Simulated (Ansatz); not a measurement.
Wurtzite SiC, relaxed with r2SCAN: 4 runs in Ansatz 0.2.0, each a calculation of independent-particle optics. The symmetry is P6_3mc (No. 186, hexagonal); a = 3.075 Å, c = 5.048 Å in the conventional setting, 10.34 Å³ an atom. Around Si lie 4 C at 1.88–1.90 Å; around C lie 4 Si at 1.88–1.90 Å. The values are computed, spin-unpolarised, and not measurements.

```
Si C
1.0
     3.07536    0.00000    0.00000
    -1.53768    2.66334    0.00000
     0.00000    0.00000    5.04811
Si C
2 2
Direct
  0.33333 0.66667 0.99959
  0.66667 0.33333 0.49959
  0.33333 0.66667 0.37541
  0.66667 0.33333 0.87541
```

On meshes this coarse, single peaks can be features of the mesh. No local fields, no excitons; the zone sum runs over the cells of the mesh, and ε∞ includes the bands left out of the spectrum. Up to four peaks are listed, those above 15 % of the tallest and inside the complete range; the four can differ from row to row. Rows marked drawn have settings drawn at random (some not listed).

```csv
functional,k mesh,broadening (eV),scissors (eV),range (eV),settings,direct gap on the mesh before scissors (eV),ε∞ xx,ε∞ yy,ε∞ zz,complete up to (eV),tallest peaks of mean ε₂ (eV)
PBE,9×9×4,0.1,0.00,0–15,chosen,4.01,7.15,7.15,7.51,15.0,6.25 6.70 7.60 7.85
r2SCAN,9×9×4,0.1,0.00,0–15,chosen,4.51,6.50,6.50,6.82,15.0,6.50 6.85 7.25 8.20
PBE,9×9×4,0.1,1.08 (to HSE06),0–15,chosen,4.01,6.38,6.38,6.67,15.0,7.35 7.75 8.65 8.90
LDA,12×12×4,0.05,2.50,2–15,drawn,3.88,5.71,5.71,5.93,15.0,8.40 8.60 9.10 9.95
```

The fundamental gap is indirect (2.28 eV with PBE on 9×9×4); the table holds the direct one.
